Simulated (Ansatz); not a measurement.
# Stationary points along a deformation path in Mg

Method: Ansatz, DFT PBEsol, scalar-relativistic, plane waves, PAW. Cutoff 420 eV, Γ-centred 18×18×10 k-points, Gaussian smearing of 0.15 eV. No spin polarisation. Energies are free energies at this smearing, counted from the undisturbed cell; pressure is positive in compression.

The starting cell (as given, not relaxed at this level; it stands at -1.1 GPa):

```
CELL_PARAMETERS angstrom
3.20927 0.00000 0.00000
-1.60464 2.77931 0.00000
0.00000 0.00000 5.21033
ATOMIC_POSITIONS crystal
Mg 0.33333 0.66667 0.25000
Mg 0.66667 0.33333 0.75000
```

At fixed volume and fractional coordinates, lengths along (0.000, 0.000, 1.000) are scaled against those across it; ρ is that ratio over its starting value. V = 23.237 Å³/atom. Δσ is the stress along the axis less the mean stress across it (compression positive).

```csv
ρ,ΔE (meV/atom),Δσ (GPa),space group
0.800,101.2,8.22,P6_3/mmc
0.850,56.0,7.04,P6_3/mmc
0.920,13.9,3.93,P6_3/mmc
0.960,2.6,1.54,P6_3/mmc
1.000,0.0,-0.12,P6_3/mmc
1.050,5.7,-2.25,P6_3/mmc
1.100,20.6,-4.34,P6_3/mmc
1.200,69.2,-8.09,P6_3/mmc
1.300,151.0,-12.74,P6_3/mmc
```

Question: How does the stress give the slope of the energy, and where is the energy stationary?

Answer: Along the path d ln(length) is 2/3 d ln ρ on the axis and −1/3 d ln ρ across it, so dE/d ln ρ = −(2/3) V Δσ: the energy falls with ρ where Δσ is positive. Δσ vanishes or changes sign between ρ = 0.960 and 1.000, a minimum (near 1.00 by linear interpolation). Pairs of stationary points between two samples would go unseen, and could change a minimum read from distant neighbours into a maximum.

Question: Integrate that slope from ρ = 1 to 1.200 by the trapezoid rule.

Answer: With V/N in Å³ and 1 eV/Å³ = 160.2 GPa the slopes at ρ = 1.000, 1.050, 1.100, 1.200 are 12, 218, 420, 782 meV/atom per unit of ln ρ. The steps add 5.6 + 14.8 + 52.3 = 72.7 meV/atom, against 69.2 from the energies; the trapezoid rule misses the curvature of the slope within each step.

In a metal these slopes depend on the k mesh and the smearing.

Cost: 9 runs of about 0.98 core-minutes in all, on Arm Neoverse V1 (shared hosts).